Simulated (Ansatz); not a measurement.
**Is this NbTe4Mo structure stable?**

The cell was found from a structure generator's guess, not taken from experiment.

Method: Ansatz 0.2.0, DFT PBE, scalar-relativistic, plane waves, PAW. Plane waves to 420 eV, a 12×12×4 mesh through Γ for the 6-atom cell and 0.10 eV Gaussian smearing; collinear spin.

```
Nb Te Mo
1.0
     3.61634    0.00000    0.00000
    -1.80817    3.13184    0.00000
     0.00000    0.00000   17.15633
Nb Te Mo
1 4 1
Direct
  0.00000 0.00000 0.00000
  0.33333 0.66667 0.39588
  0.33333 0.66667 0.89051
  0.33333 0.66667 0.10949
  0.33333 0.66667 0.60412
  0.00000 0.00000 0.50000
```

The zero of energy is the elements' standard structures at the same level; no fitted shifts are applied.

Problem. These tests were run: energy against the elements; phonons at Γ. What do they show?

Solution.

```tsv
test	result
energy against the elements	−0.34 eV/atom
phonons at Γ	lowest optical mode ≈0 cm⁻¹
```

It fails none of these tests outright. Whether a mixture of other phases lies lower isn't tested here. Phonons away from Γ weren't computed. Undecided: phonons at Γ (too near zero for this accuracy).

Weakly bound directions are ill-defined at this level, which has no dispersion term. Spin–orbit coupling, which can matter for Te, is left out. The reference form of Te is held partly by dispersion forces, which this level lacks. The magnetic state reached may not be the lowest. The run for the phonons used a 12×12×4 k mesh and Gaussian smearing of 0.20 eV. The cell carries site moments Nb 0.3 μB.
